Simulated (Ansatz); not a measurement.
An Ansatz (a quantum-chemistry and plane-wave program) run. Input:

Ansatz 0.2 input:
```yaml
crystal:
  lattice:
    - [0.0, 1.8770668692, 1.8770668692]
    - [1.8770668692, 0.0, 1.8770668692]
    - [1.8770668692, 1.8770668692, 0.0]
  atoms:
    - { symbol: Rh, position: [0.0, 0.0, 0.0] }
kpoints:
  mp_grid: { grid: [39, 39, 39] }
hamiltonian:
  xc: lda
  pseudopotentials: { azcp: { folder: ./paw }, kind: paw }
scf:
  occupations: { method: fermi_dirac, width: 0.1 }
elastic: { mode: relaxed_ion, stencil: two_point, amplitude: 0.005, f_tol: 0.0005 }
```

Output (shortened):

```
Pseudopotentials: kind: paw
Pseudopotential: Rh, paw, valence charge 17
Functional definition: SPW92
Crystal: 1 atoms, lattice volume = 13.227 Å³
Basis set: ecut = 420 eV, 259 PW (Γ)
Bands: 13, of which v1, the nominal top of the filled ones, is band 9 counted from 1 (8 counted from 0)
Symmetry: 48 space group operations
Space group: Fm-3m (ITA 225), of the structure as read, at distance tolerance 2.4e-5 Å
k-points: 1540 of 59319
PAW frozen core: Rh, regenerated for the run's functional, and the local potential with it
Initial density: superposition of atomic densities (chi_scale 0.1, normalization cell)
Initial wavefunctions: pseudopotential atomic-orbital guess
Eigensolver: davidson
Functional: x = slater, c = lda
SCF iter   1: F=—  HF=-6279.318848 eV  |F-HF|=—  |Δ(HF+E_count)|=         —  Δρ=1.24e-1  dr2=1.84e0  ethr=3.10e-3  ⟨swp⟩=5.0  Hψ=106942  notcnv=0
all-band conjugate gradients solve this SCF's bands
preconditioner: auto → none
SCF iter   2: F=—  HF=-6278.764619 eV  |F-HF|=—  |Δ(HF+E_count)|=   5.54e-1  Δρ=4.74e-2  dr2=1.66e-1  ethr=3.10e-3  ⟨swp⟩=2.1  Hψ=50560  notcnv=0
SCF iter   3: F=—  HF=-6278.710485 eV  |F-HF|=—  |Δ(HF+E_count)|=   5.41e-2  Δρ=1.57e-2  dr2=9.17e-3  ethr=9.77e-4  ⟨swp⟩=2.6  Hψ=40560  notcnv=0
SCF iter   4: F=—  HF=-6278.708028 eV  |F-HF|=—  |Δ(HF+E_count)|=   2.46e-3  Δρ=9.67e-4  dr2=7.87e-5  ethr=5.39e-5  ⟨swp⟩=2.0  Hψ=27507  notcnv=0
SCF iter   5: F=—  HF=-6278.708018 eV  |F-HF|=—  |Δ(HF+E_count)|=   1.03e-5  Δρ=7.27e-5  dr2=5.49e-7  ethr=4.63e-7  ⟨swp⟩=2.5  Hψ=30175  notcnv=0
SCF iter   6: F=—  HF=-6278.708020 eV  |F-HF|=—  |Δ(HF+E_count)|=   1.81e-6  Δρ=5.03e-6  dr2=2.89e-9  ethr=3.23e-9  ⟨swp⟩=2.0  Hψ=33261  notcnv=0
SCF iter   7: F=—  HF=-6278.708020 eV  |F-HF|=—  |Δ(HF+E_count)|=  4.87e-10  Δρ=1.77e-7  dr2=6.36e-13  ethr=1.70e-11  ⟨swp⟩=2.2  Hψ=26186  notcnv=0
SCF iter   8: F=-6278.708020 eV  HF=-6278.708020 eV  |F-HF|=3.64e-12  |Δ(HF+E_count)|=  1.82e-12  Δρ=7.67e-9  dr2=2.14e-15  ethr=1.00e-12  ⟨swp⟩=4.2  Hψ=65516  notcnv=0
SCF 1 converged in 8 iterations: F = -6278.708020 eV  dr2 = 2.14e-15
density extrapolation: transplant  |δρ|_rms = 6.278e-2 e/Å³  SAD shift = 1.137e-2 e/Å³
Crystal: 1 atoms, lattice volume = 13.161 Å³
Symmetry: 16 space group operations
k-points: 4200 of 59319
Initial density: handed on by an earlier stage of this run
Initial wavefunctions: those handed on with the density
iter 1 solved again at ethr=2.75e-7 eV; its pass at ethr=3.10e-3 eV (dr2=4.68e-5 eV) is discarded
SCF iter   1: F=—  HF=-6278.707356 eV  |F-HF|=—  |Δ(HF+E_count)|=         —  Δρ=5.58e-4  dr2=2.00e-5  ethr=2.75e-7  ⟨swp⟩=2.0  Hψ=366962  notcnv=0
preconditioner: auto → none
SCF iter   2: F=—  HF=-6278.707354 eV  |F-HF|=—  |Δ(HF+E_count)|=   1.69e-6  Δρ=2.98e-4  dr2=3.64e-6  ethr=1.18e-7  ⟨swp⟩=2.1  Hψ=72828  notcnv=0
SCF iter   3: F=—  HF=-6278.707352 eV  |F-HF|=—  |Δ(HF+E_count)|=   1.57e-6  Δρ=1.09e-4  dr2=4.91e-7  ethr=2.14e-8  ⟨swp⟩=2.3  Hψ=85132  notcnv=0
SCF iter   4: F=—  HF=-6278.707353 eV  |F-HF|=—  |Δ(HF+E_count)|=   2.09e-7  Δρ=8.83e-6  dr2=5.58e-9  ethr=2.89e-9  ⟨swp⟩=2.1  Hψ=71129  notcnv=0
SCF iter   5: F=—  HF=-6278.707353 eV  |F-HF|=—  |Δ(HF+E_count)|=  8.76e-10  Δρ=1.65e-6  dr2=1.64e-10  ethr=3.28e-11  ⟨swp⟩=2.1  Hψ=78466  notcnv=0
SCF iter   6: F=-6278.707353 eV  HF=-6278.707353 eV  |F-HF|=1.82e-12  |Δ(HF+E_count)|=  3.64e-12  Δρ=4.44e-8  dr2=6.22e-14  ethr=1.00e-12  ⟨swp⟩=3.7  Hψ=222070  notcnv=0
SCF 2 converged in 6 iterations: F = -6278.707353 eV  dr2 = 6.22e-14
density extrapolation: first-order (α = -2.000)  |δρ|_rms = 6.278e-2 e/Å³  SAD shift = 1.129e-2 e/Å³
Crystal: 1 atoms, lattice volume = 13.293 Å³
iter 1 solved again at ethr=2.63e-10 eV; its pass at ethr=3.10e-3 eV (dr2=4.47e-8 eV) is discarded
SCF iter   1: F=—  HF=-6278.707660 eV  |F-HF|=—  |Δ(HF+E_count)|=         —  Δρ=2.23e-5  dr2=4.07e-8  ethr=2.63e-10  ⟨swp⟩=2.5  Hψ=361876  notcnv=0
preconditioner: auto → none
SCF iter   2: F=—  HF=-6278.707660 eV  |F-HF|=—  |Δ(HF+E_count)|=   1.03e-8  Δρ=7.48e-6  dr2=3.73e-9  ethr=2.40e-10  ⟨swp⟩=2.3  Hψ=81322  notcnv=0
SCF iter   3: F=—  HF=-6278.707660 eV  |F-HF|=—  |Δ(HF+E_count)|=   1.18e-9  Δρ=3.58e-6  dr2=4.40e-10  ethr=2.19e-11  ⟨swp⟩=2.4  Hψ=84272  notcnv=0
SCF iter   4: F=—  HF=-6278.707660 eV  |F-HF|=—  |Δ(HF+E_count)|=  3.46e-11  Δρ=5.99e-7  dr2=1.11e-11  ethr=2.59e-12  ⟨swp⟩=1.0  Hψ=54600  notcnv=0
SCF iter   5: F=—  HF=-6278.707660 eV  |F-HF|=—  |Δ(HF+E_count)|=  1.82e-12  Δρ=5.89e-8  dr2=1.16e-13  ethr=6.52e-14 (applied; sched 1.00e-12)  ⟨swp⟩=1.0  Hψ=54758  notcnv=0
SCF iter   6: F=-6278.707660 eV  HF=-6278.707660 eV  |F-HF|=2.73e-12  |Δ(HF+E_count)|=  9.09e-13  Δρ=4.39e-9  dr2=8.79e-16  ethr=1.00e-12  ⟨swp⟩=3.8  Hψ=150422  notcnv=0
SCF 3 converged in 6 iterations: F = -6278.707660 eV  dr2 = 8.79e-16
density extrapolation: transplant  |δρ|_rms = 6.278e-2 e/Å³  SAD shift = 6.385e-3 e/Å³
Crystal: 1 atoms, lattice volume = 13.227 Å³
Symmetry: 8 space group operations
k-points: 8000 of 59319
iter 1 solved again at ethr=1.86e-7 eV; its pass at ethr=3.10e-3 eV (dr2=3.17e-5 eV) is discarded
SCF iter   1: F=—  HF=-6278.707796 eV  |F-HF|=—  |Δ(HF+E_count)|=         —  Δρ=4.69e-4  dr2=6.91e-6  ethr=1.86e-7  ⟨swp⟩=2.0  Hψ=679871  notcnv=0
preconditioner: auto → none
SCF iter   2: F=—  HF=-6278.707795 eV  |F-HF|=—  |Δ(HF+E_count)|=   1.31e-6  Δρ=1.73e-4  dr2=7.93e-7  ethr=4.07e-8  ⟨swp⟩=2.0  Hψ=153170  notcnv=0
SCF iter   3: F=—  HF=-6278.707793 eV  |F-HF|=—  |Δ(HF+E_count)|=   1.76e-6  Δρ=3.56e-5  dr2=2.98e-8  ethr=4.66e-9  ⟨swp⟩=1.0  Hψ=104120  notcnv=0
SCF iter   4: F=—  HF=-6278.707793 eV  |F-HF|=—  |Δ(HF+E_count)|=  1.84e-10  Δρ=4.34e-6  dr2=1.27e-9  ethr=1.75e-10  ⟨swp⟩=1.7  Hψ=122935  notcnv=0
SCF iter   5: F=—  HF=-6278.707793 eV  |F-HF|=—  |Δ(HF+E_count)|=  2.29e-10  Δρ=1.97e-6  dr2=3.12e-10  ethr=7.46e-12  ⟨swp⟩=2.2  Hψ=167276  notcnv=0
SCF iter   6: F=—  HF=-6278.707793 eV  |F-HF|=—  |Δ(HF+E_count)|=  7.46e-11  Δρ=8.51e-7  dr2=5.49e-11  ethr=1.84e-12  ⟨swp⟩=1.4  Hψ=116605  notcnv=0
SCF iter   7: F=—  HF=-6278.707793 eV  |F-HF|=—  |Δ(HF+E_count)|=  1.64e-11  Δρ=1.87e-7  dr2=2.49e-12  ethr=3.23e-13 (applied; sched 1.00e-12)  ⟨swp⟩=2.6  Hψ=148504  notcnv=0
SCF iter   8: F=-6278.707793 eV  HF=-6278.707793 eV  |F-HF|=9.09e-13  |Δ(HF+E_count)|=  2.73e-12  Δρ=2.20e-8  dr2=3.21e-14  ethr=1.00e-12  ⟨swp⟩=2.5  Hψ=365642  notcnv=0
SCF 4 converged in 8 iterations: F = -6278.707793 eV  dr2 = 3.21e-14
density extrapolation: first-order (α = -2.000)  |δρ|_rms = 6.278e-2 e/Å³  SAD shift = 6.385e-3 e/Å³
Crystal: 1 atoms, lattice volume = 13.227 Å³
iter 1 solved again at ethr=1.19e-10 eV; its pass at ethr=3.10e-3 eV (dr2=2.02e-8 eV) is discarded
SCF iter   1: F=—  HF=-6278.707793 eV  |F-HF|=—  |Δ(HF+E_count)|=         —  Δρ=1.64e-5  dr2=1.91e-8  ethr=1.19e-10  ⟨swp⟩=2.4  Hψ=679069  notcnv=0
preconditioner: auto → none
SCF iter   2: F=—  HF=-6278.707793 eV  |F-HF|=—  |Δ(HF+E_count)|=   5.37e-9  Δρ=6.01e-6  dr2=1.66e-9  ethr=1.12e-10  ⟨swp⟩=2.3  Hψ=153850  notcnv=0
SCF iter   3: F=—  HF=-6278.707793 eV  |F-HF|=—  |Δ(HF+E_count)|=  6.18e-10  Δρ=2.89e-6  dr2=1.81e-10  ethr=9.76e-12  ⟨swp⟩=2.4  Hψ=164855  notcnv=0
SCF iter   4: F=—  HF=-6278.707793 eV  |F-HF|=—  |Δ(HF+E_count)|=  5.46e-11  Δρ=5.47e-7  dr2=6.42e-12  ethr=1.07e-12  ⟨swp⟩=1.0  Hψ=104000  notcnv=0
SCF iter   5: F=-6278.707793 eV  HF=-6278.707793 eV  |F-HF|=3.64e-12  |Δ(HF+E_count)|=  1.82e-12  Δρ=5.44e-8  dr2=6.30e-14  ethr=1.00e-12  ⟨swp⟩=2.7  Hψ=379832  notcnv=0
SCF 5 converged in 5 iterations: F = -6278.707793 eV  dr2 = 6.30e-14
SCF converged after 8 iterations
Free energy (F): -6278.708020 eV
Harris-Foulkes:  -6278.708020 eV  (|F-HF|=3.64e-12)
Internal energy: -6278.667091 eV  (E = F + TS)
E sigma→0 (E₀):  -6278.687555 eV
Entropy (-TS):   -0.040929 eV (-40.929 meV/atom)
Fermi energy:    23.216942 eV
--- Per-component energies (eV) ---
  E_band       = -72.971666
  E_kinetic    = 539.034859
  E_local      = -1428.991741  (includes V_loc(G=0)·N_el)
  E_nonlocal   = 303.992680
  E_hartree    = 529.599862
  E_xc         = -201.389861
  E_vxc        = -253.796556  (∫ρ·V_xc dr)
  E_paw        = -3480.350916  (= ΣΔE_a)
  E_vpaw       = -292.410587  (= ΣTr[D̂ρ^β])
  E_aug_tail   = -0.000046  (compensation charges beyond the density's cutoff)
  E_ewald      = -2541.184410
  E_core_change = 0.622482  (= ΣΔE_core)
  E_smearing   = -0.040929  (= −TS)
  E_closure    =  0.000000  (closes the sum)
  Σ components = -6278.708020   (vs F -6278.708020, Δ=0.00e0)
  [band-id]    e_kinetic+e_local+e_nonlocal+2·e_hartree+e_vxc+e_vpaw+e_augmentation_tail = -72.971667   (vs E_band -72.971666, Δ=-1.44e-6)
--- Forces (eV/Å), atoms counted from 1 ---
  atom   1  Rh     0.00000000     0.00000000     0.00000000
  max |Σ_I F_I| component: 0.0 eV/Å
--- Stress (GPa, compression-positive) ---
        0.353227       0.000000       0.000000
        0.000000       0.353227       0.000000
        0.000000       0.000000       0.353227
  P = ⅓ Tr σ = 0.3532 GPa (3.532 kbar)
  The stress holds the Pulay correction. Without it, at fixed plane waves, as pw.x and ABINIT print it: P = 0.2590 GPa
  The stress includes an estimate of the error left by incomplete SCF convergence (largest component 0.0000 GPa).
--- Band table (eV; the first three rows and the last of 1540) ---
  k-point 0: bands = ["-55.6356", "-23.1008", "-23.1008", "-23.1008", "14.8908", "19.9221", "19.9221", "19.9221", "22.1784", "22.1784", "38.9705", "44.4428", "44.4428"]
  k-point 1: bands = ["-55.6348", "-23.1065", "-23.1016", "-23.1016", "14.9186", "19.9090", "19.9335", "19.9335", "22.1716", "22.1716", "39.0123", "44.2918", "44.4840"]
  k-point 2: bands = ["-55.6322", "-23.1233", "-23.1038", "-23.1038", "15.0011", "19.8713", "19.9668", "19.9668", "22.1525", "22.1525", "39.1352", "43.8842", "44.6062"]
  k-point 1539: bands = ["-55.4565", "-23.6659", "-23.6481", "-23.4182", "17.8828", "19.0529", "19.2818", "21.9391", "24.2791", "32.9183", "33.1156", "34.7818", "36.3263"]
  band table: 13 of 13 bands, residual norms ≤ 1.0e-3 eV
--- Elastic constants: 2 strain directions × 2 members + reference (group order 48) ---
  dense FFT box of the reference and of every strained cell: 18×18×18
  strains applied: 11, 23; error gains: componentwise 1.00 (the most a stress slope's error grows in a printed constant), spectral 1.73 (1 for all six strains …
  C = ∂σ_k/∂η_j (tension-positive GPa; Voigt order 11 22 33 23 13 12):
       499.481    226.236    226.236      0.000      0.000      0.000
       226.236    499.481    226.236      0.000      0.000      0.000
       226.236    226.236    499.481      0.000      0.000      0.000
         0.000      0.000      0.000    220.766      0.000      0.000
         0.000      0.000      0.000      0.000    220.766      0.000
         0.000      0.000      0.000      0.000      0.000    220.766
  reference stress σ⁰ (GPa):     -0.353     -0.353     -0.353      0.000      0.000      0.000
  C* (energy form; C + prestress term) asymmetry max|C*_kj − C*_jk| = 1.421e-13 GPa — a small one proves nothing (zero by symmetry where the batch's group is …
  moduli (Voigt/Reuss/Hill, GPa): K = 317.32/317.32/317.32   G = 187.11/177.13/182.12   E = 458.62   ν = 0.259
  mechanically stable: yes (min eigenvalue of sym C = 220.77 GPa)
  where every solve meets its electron count the energy-path curvature estimates C_jj along a normal strain and C_jj − ¼(σ⁰_aa + σ⁰_bb) along a shear (ab), of …
  strain η (Voigt 11):  stress-route row diagonal C_11 = 499.48 GPa, energy-path curvature d²(F+E_count+ΔE)/dδ²/Ω₀ = 499.47 GPa
         δ    σ_11 (GPa)             F (eV)   n_scf  n_hpsi   n_pw
    -5.000e-3      -2.8908       -6278.7073527       6  946989    271   relax 0 steps, max|allowed force component| 0.00e0 eV/Å
     5.000e-3       2.1040       -6278.7076597       6  837660    274   relax 0 steps, max|allowed force component| 0.00e0 eV/Å
  strain η (Voigt 23):  stress-route row diagonal C_44 = 220.77 GPa, energy-path curvature d²(F+E_count+ΔE)/dδ²/Ω₀ = 220.95 GPa
         δ    σ_23 (GPa)             F (eV)   n_scf  n_hpsi   n_pw
    -5.000e-3      -1.1038       -6278.7077929       8  1954129    273   relax 0 steps, max|allowed force component| 0.00e0 eV/Å
     5.000e-3       1.1038       -6278.7077929       5  1577618    273   relax 0 steps, max|allowed force component| 0.00e0 eV/Å
```

Cost: around 4 core-minutes (rough) on shared cores.

Symmetry was held in the LDA relaxation. No spin polarisation was allowed. As this level gives no gap, shear constants depend on the k-mesh and smearing (Fermi–Dirac, 0.1 eV here). On the denser mesh and wider smearing of the elastic run this cell carries a stress of 0.4 GPa. Scalar-relativistic: spin–orbit coupling is off unless named, which matters more the heavier the elements.

Potentials: the earlier of the program's two PAW sets. The files were generated under PBE; for other functionals the program regenerates the frozen cores, and for LDA and PBEsol the local potential too.

Ansatz is a plane-wave DFT program.
